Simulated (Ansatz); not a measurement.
MgPt₃ (Cu3Au type, Pm-3m), plane-wave PAW LDA (Ansatz code), all energies at zero smearing, with the estimated change up to a 700 eV cutoff added, with one set of potentials and settings (totals compare only within such a set). Cell of 4 atoms (1 Mg, 3 Pt): -38638.956 eV.

```tsv
element	reference phase	E (eV/atom)
Mg	P6_3/mmc, 2 atoms in the cell	-1901.6031
Pt	Fm-3m, 1 atoms in the cell	-12244.9860
```

Formation energy per atom, worked out: (-38638.956 − 1×(-1901.6031) − 3×(-12244.9860))/4 = -0.599 eV/atom (-58 kJ per mol of atoms), at 0 K, without zero-point energy or fitted corrections.

The workflow started from an entry of the Crystallography Open Database (COD); the relaxed space group is not among those it files for this formula. COD files the formula under space group No. 123, so this cell is another polymorph or a model. Whether it is the stable phase at ambient conditions was not checked. The cell was relaxed with LDA under the symmetry of its start; of distortions, only those at the zone centre were tested. No spin polarisation was allowed. The references are the lowest solids computed at this level, not always the standard phases. Scalar-relativistic: spin–orbit coupling is off unless named, which matters more the heavier the elements.

Potentials: the later of the program's two PAW sets.
